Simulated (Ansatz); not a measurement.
All numbers below come from DFT PBE, scalar-relativistic, plane waves, PAW in Ansatz. All cells share a 420 eV cutoff and Γ-centred k meshes spaced at most about 0.3 Å⁻¹ (about 0.25 or finer for metals, 2π included). No spin polarisation in the final relaxations.

These are static total energies at zero pressure.

Two relaxed structures of La₃N₂:

A.

```yaml
crystal:
  lattice:
    - [-2.42598, 2.42598, 6.27173]
    - [2.42598, -2.42598, 6.27173]
    - [2.42598, 2.42598, -6.27173]
  atoms:
    - { symbol: La, position: [0.75000, 0.25000, 0.50000] }
    - { symbol: La, position: [0.25000, 0.75000, 0.50000] }
    - { symbol: La, position: [0.50000, 0.50000, 0.00000] }
    - { symbol: N, position: [0.31104, 0.31104, 0.00000] }
    - { symbol: N, position: [0.68896, 0.68896, 0.00000] }
```

B.

```yaml
crystal:
  lattice:
    - [7.49332, 0.00000, 0.00000]
    - [0.00000, 7.49332, 0.00000]
    - [0.00000, 0.00000, 3.77260]
  atoms:
    - { symbol: La, position: [0.00000, 0.00000, 0.00000] }
    - { symbol: La, position: [0.50000, 0.50000, 0.00000] }
    - { symbol: La, position: [0.16635, 0.66635, 0.50000] }
    - { symbol: La, position: [0.33365, 0.16635, 0.50000] }
    - { symbol: La, position: [0.83365, 0.33365, 0.50000] }
    - { symbol: La, position: [0.66635, 0.83365, 0.50000] }
    - { symbol: N, position: [0.69257, 0.19257, 0.00000] }
    - { symbol: N, position: [0.80743, 0.69257, 0.00000] }
    - { symbol: N, position: [0.30743, 0.80743, 0.00000] }
    - { symbol: N, position: [0.19257, 0.30743, 0.00000] }
```

Task: Which is lower in energy, and by how much?

Result: A is lower, by 211 meV/atom. A has space group I4/mmm (No. 139), 29.5 Å³/atom and no gap on its mesh; B has space group P4/mbm (No. 127), 21.2 Å³/atom and no gap. Counting N atoms around La (those within 1.25 times the shortest such distance or 1.15 times the sum of covalent radii; a slash parts the counts of unlike sites), A and B both have La 2/4. The lower one is the more open, so pressure narrows the difference. Both come from invented guesses. A third cell relaxed alike, in Immm, lies 176 meV/atom below the lower of the two; the I4/mmm cell fell into it when its atoms were moved at random.

In I4/mmm an odd number of electrons in the primitive cell allows no gap without spin; a larger cell or a magnetic state could open one. A magnetic state wasn't ruled out in cells without spin, among them I4/mmm. Cells relaxed within their symmetry can be saddle points.
